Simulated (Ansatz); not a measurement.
Input and command of a calculation in Ansatz (plane waves; scalar-relativistic PAW potentials unless the input names others):

```yaml
crystal:
  lattice:
    - [6.8802642086, 0.0, 0.0]
    - [-3.4401321043, 5.9584835894, 0.0]
    - [0.0, 0.0, 5.998577869]
  atoms:
    - { symbol: Mo, position: [0.0, 0.0, 0.0], spin: 1.74 }
    - { symbol: Mo, position: [0.0, 0.0, 0.5], spin: 1.74 }
    - { symbol: Br, position: [0.3067578612, 0.3067578612, 0.75] }
    - { symbol: Br, position: [0.6932421388, 0.0, 0.75] }
    - { symbol: Br, position: [0.6932421388, 0.6932421388, 0.25] }
    - { symbol: Br, position: [0.3067578612, 0.0, 0.25] }
    - { symbol: Br, position: [0.0, 0.3067578612, 0.25] }
    - { symbol: Br, position: [0.0, 0.6932421388, 0.75] }
kpoints:
  mp_grid: { grid: [6, 6, 6] }
hamiltonian:
  xc: r2scan
scf:
  occupations: { method: gaussian, width: 0.02 }
  mixing: { preconditioner: ldos }
output:
  forces: true
  eigenvalues: true
  stress: true
magnetization:
  spin_polarized: true
accuracy: low
```

```bash
ansatz run input.yaml --threads 1 --pin off --max-ram 2560MiB --backend cpu --events-out ev --progress --plain --runs-dir out
```

Abridged log:
```
Basis set: ecut = 500 eV, 6297 PW (Γ), exchange–correlation on 162×162×135 points (27 copies of the dense FFT grid, shifted against one another)
Bands: 45, of which v1, the nominal top of the filled ones, is band 35 counted from 1 (34 counted from 0)
Symmetry: 24 space group operations
k-points: 28 of 216
SCF iter   1: F=—  HF=-26698.230400 eV  |F-HF|=—  |Δ(HF+E_count)|=         —  Δρ=2.17e-2 (↑2.17e-2 ↓1.85e-2) dr2=2.23e0  dr2_τ=5.69e-2  dr2_m=4.81e-1  M=4.331 μB ∫|m|=4.432 μB  β_m=1.00  ethr=3.10e-3  ⟨swp⟩=2.0  Hψ=15035  notcnv=0
Mixer restart at iter 1: flushing history
SCF iter   2: F=—  HF=-26698.338166 eV  |F-HF|=—  |Δ(HF+E_count)|=   1.08e-1  Δρ=9.93e-3 (↑9.93e-3 ↓8.33e-3) dr2=5.30e-1  dr2_τ=8.97e-3  dr2_m=1.85e-2  M=4.333 μB ∫|m|=4.450 μB  β_m=1.00  ethr=3.10e-3  ⟨swp⟩=2.6  Hψ=5302  notcnv=0  κ⁻¹=1.0e0(r=1)
SCF iter   3: F=—  HF=-26698.336789 eV  |F-HF|=—  |Δ(HF+E_count)|=   1.38e-3  Δρ=5.14e-3 (↑4.55e-3 ↓5.14e-3) dr2=8.90e-2  dr2_τ=2.29e-3  dr2_m=1.10e-3  M=4.333 μB ∫|m|=4.457 μB  β_m=1.00  ethr=7.58e-4  ⟨swp⟩=2.6  Hψ=4882  notcnv=0  defer=147  κ⁻¹=4.9e-2(r=2)
SCF iter   4: F=—  HF=-26698.419854 eV  |F-HF|=—  |Δ(HF+E_count)|=         —  Δρ=2.68e-3 (↑2.37e-3 ↓2.68e-3) dr2=1.79e-2  dr2_τ=7.59e-4  dr2_m=1.82e-3  M=4.333 μB ∫|m|=4.533 μB  β_m=1.00  ethr=1.27e-4  ⟨swp⟩=2.6  Hψ=4729  notcnv=0  defer=148
Mixer restart at iter 4: flushing history
SCF iter   5: F=—  HF=-26698.427412 eV  |F-HF|=—  |Δ(HF+E_count)|=   7.56e-3  Δρ=1.79e-3 (↑1.65e-3 ↓1.79e-3) dr2=8.93e-3  dr2_τ=2.89e-4  dr2_m=1.98e-4  M=4.333 μB ∫|m|=4.569 μB  β_m=1.00  ethr=2.56e-5  ⟨swp⟩=2.1  Hψ=3163  notcnv=0  defer=150  κ⁻¹=1.0e0(r=1)
SCF iter   6: F=—  HF=-26698.433256 eV  |F-HF|=—  |Δ(HF+E_count)|=   5.84e-3  Δρ=6.47e-4 (↑6.47e-4 ↓5.20e-4) dr2=9.49e-4  dr2_τ=3.33e-5  dr2_m=8.12e-5  M=4.333 μB ∫|m|=4.602 μB  β_m=1.00  ethr=1.28e-5  ⟨swp⟩=2.0  Hψ=4502  notcnv=0  defer=150  κ⁻¹=4.1e-2(r=2)
SCF iter   7: F=—  HF=-26698.434574 eV  |F-HF|=—  |Δ(HF+E_count)|=   1.32e-3  Δρ=1.77e-4 (↑1.77e-4 ↓9.39e-5) dr2=5.64e-5  dr2_τ=1.61e-6  dr2_m=1.02e-5  M=4.333 μB ∫|m|=4.588 μB  β_m=1.00  ethr=1.36e-6  ⟨swp⟩=2.0  Hψ=4435  notcnv=0  defer=150  κ⁻¹=4.7e-3(r=3)
SCF iter   8: F=—  HF=-26698.434676 eV  |F-HF|=—  |Δ(HF+E_count)|=   1.03e-4  Δρ=5.93e-5 (↑5.45e-5 ↓5.93e-5) dr2=1.14e-5  dr2_τ=2.51e-7  dr2_m=2.09e-7  M=4.333 μB ∫|m|=4.580 μB  β_m=1.00  ethr=8.06e-8  ⟨swp⟩=2.0  Hψ=4424  notcnv=0  defer=150  κ⁻¹=7.2e-4(r=4)
SCF iter   9: F=—  HF=-26698.434674 eV  |F-HF|=—  |Δ(HF+E_count)|=   2.49e-6  Δρ=2.63e-5 (↑1.73e-5 ↓2.63e-5) dr2=1.60e-6  dr2_τ=4.52e-8  dr2_m=1.40e-7  M=4.333 μB ∫|m|=4.581 μB  β_m=1.00  ethr=1.63e-8  ⟨swp⟩=2.1  Hψ=4063  notcnv=0  defer=150  κ⁻¹=1.6e-4(r=5)
SCF iter  10: F=—  HF=-26698.434674 eV  |F-HF|=—  |Δ(HF+E_count)|=   2.24e-7  Δρ=4.17e-6 (↑3.64e-6 ↓4.17e-6) dr2=6.34e-8  dr2_τ=1.52e-9  dr2_m=2.77e-9  M=4.333 μB ∫|m|=4.582 μB  β_m=1.00  ethr=2.29e-9  ⟨swp⟩=2.4  Hψ=4578  notcnv=0  defer=150  κ⁻¹=8.5e-6(r=6)
SCF iter  11: F=-26698.434674 eV  HF=-26698.434674 eV  |F-HF|=1.96e-8  |Δ(HF+E_count)|=   2.36e-8  Δρ=2.09e-6 (↑2.09e-6 ↓2.04e-6) dr2=1.81e-8  dr2_τ=3.30e-10  dr2_m=4.97e-10  M=4.333 μB ∫|m|=4.582 μB  ethr=9.06e-11  ⟨swp⟩=9.8  Hψ=11150  notcnv=0
SCF 1 converged in 11 iterations: F = -26698.434674 eV  dr2 = 1.81e-8
WARN: an SCF from antiferromagnetic starting moments (-1.80, 1.80, 0.00, 0.00, 0.00, 0.00, 0.00, 0.00 Bohr magnetons, atom by atom) was not made, by what the run has read of turns of its moments that order reads lower: the deck asks for what bars it, or types moments that do (magnetization.spin_polarized, in the input reference, names some of the keys), or the run goes by scf.lower_state_search: light, the default, which as a rule tries one only behind a close that has lost an order of both signs, or on which an open d or half-filled 4f shell of a PAW file has lost a moment that was set nearer ...
this state was not tested for a lower state beside it, because the mixer in use, unlike msr1, does not test its closes by its own steps (another_mixer; see scf.mixing.algorithm and scf.lower_state_search)
SCF converged after 11 iterations
Magnetization: 4.3333 μB (37.1667 up, 32.8333 down)
Absolute magnetization: 4.5725 μB (∫|ρ↑−ρ↓|, with the PAW one-centre terms)
Spin contamination: 0.0274 ħ² per cell (⟨S²⟩ above its minimum at these occupations)
Per-site moments (μB) at R_I (Å): [(1.58624109, 1.06800551), (1.58624109, 1.06800551), (0.02960793, 1.06800551), (0.02960793, 1.06800551), (0.02960793, 1.06800551), (0.02960793, 1.06800551), (0.02960793, 1.06800551), (0.02960793, 1.06800551)]
Free energy (F): -26698.434674 eV
Harris-Foulkes:  -26698.434674 eV  (|F-HF|=1.96e-8)
Internal energy: -26698.434674 eV  (E = F + TS)
E sigma→0 (E₀):  -26698.434674 eV
Fermi energy:    4.606967 eV
--- Forces (eV/Å), atoms counted from 1 ---
  atom   1  Mo     0.00000000     0.00000000     0.00000000
  atom   2  Mo     0.00000000     0.00000000     0.00000000
  atom   3  Br     0.00065283     0.00113074     0.00000000
  atom   4  Br    -0.00130566     0.00000000     0.00000000
  atom   5  Br    -0.00065283    -0.00113074     0.00000000
  atom   6  Br     0.00130566     0.00000000     0.00000000
  atom   7  Br    -0.00065283     0.00113074     0.00000000
  atom   8  Br     0.00065283    -0.00113074     0.00000000
--- Stress (GPa, compression-positive) ---
       -0.001822       0.000000       0.000000
        0.000000      -0.001822       0.000000
        0.000000       0.000000      -0.024211
  P = ⅓ Tr σ = -0.0093 GPa (-0.093 kbar)
settings of this run that can trade accuracy for cost: accuracy: low. Do not mix this run's numbers with those of runs without the same settings; the input reference describes each key
```

Apart from outputs, empty bands and the relaxation, which only the reference makes, the input differs from a reference run on usual settings in scf.mixing.preconditioner: not typed → "ldos"; accuracy: not typed → "low"; basis.ecutwfc: 500 → not typed. The reference, at the same geometry, ended its own course with pressure -0.01 GPa, largest force 0.001 eV/Å, gap on the mesh 0.55 eV. This run converged in 11 SCF iterations with an energy at zero smearing within 0.01 meV/atom of the reference's, pressure -0.01 GPa, largest force 0.001 eV/Å, gap on the mesh 0.55 eV. Its accuracy level is looser than usual, yet energy, pressure and forces hardly moved.

It took 2.2 min on 1 thread of Arm Neoverse V1, with other jobs on the host, peak memory 1.1 GiB.